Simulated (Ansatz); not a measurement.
## Property card for Re

Re:
```
CELL_PARAMETERS angstrom
      2.75113     0.00000     0.00000
     -1.37557     2.38255     0.00000
      0.00000     0.00000     8.87490
ATOMIC_POSITIONS crystal
  Re 0.00000 0.00000 0.00000
  Re 0.00000 0.00000 0.50000
  Re 0.33333 0.66667 0.25000
  Re 0.66667 0.33333 0.75000
```

Space group P6_3/mmc (No. 194), dhcp (α-La type); conventional cell a = b = 2.751 Å, c = 8.875 Å, α = β = 90.00°, γ = 120.00°.

Method: PBEsol in the plane-wave PAW code Ansatz. The cell and atoms are relaxed at this level. Other levels are named where they apply.

**Cell and energy**

```yaml
volume_per_atom: 14.54 Å³
density: 21.26 g/cm³
```

**Electronic structure**

```yaml
electronic_character: metallic (no gap)
Density of states at the Fermi level: 0.69 states/eV per atom (mean over ±0.08 eV)
Gap with spin–orbit coupling: none (metallic)
```

**Mechanics**

```yaml
Bulk modulus (Birch–Murnaghan fit): 391 GPa
Pressure derivative B′: 4.4
Elastic constants (relaxed ions, GPa): C11 = 667, C12 = 280, C13 = 228, C33 = 717, C44 = 184
mechanical_stability: stable (all eigenvalues of C positive)
hill_bulk_and_shear_moduli: 391 and 199 GPa
Young's modulus: 511 GPa
Poisson's ratio: 0.28
debye_temperature_from_the_elastic_constants: 416 K
```

**Phonons**

```yaml
highest_zone_centre_frequency: 178 cm^-1
zone_centre_stability: no imaginary mode at Γ
```

The first step of the workflow began from a Materials Project structure, measured or hypothetical. Its sites differ from those of the usual phase in this space group: another stacking or structure type. The cell was relaxed with PBEsol under the symmetry of its start. The run is not spin-polarised. As this level gives no gap, shear constants depend on the k-mesh and smearing (Fermi–Dirac, 0.1 eV here). As this level gives no gap, phonon frequencies hold no LO–TO term and depend on the k-mesh and smearing (Fermi–Dirac, 0.1 eV here). Axis ratios of metals converge slowly with the k-mesh, so a and c are less sure than the volume. On the denser mesh and wider smearing of the elastic run this cell carries a stress of 0.5 GPa. Spin–orbit coupling is left out wherever it is not named.

Potentials: the later of the program's two PAW sets.
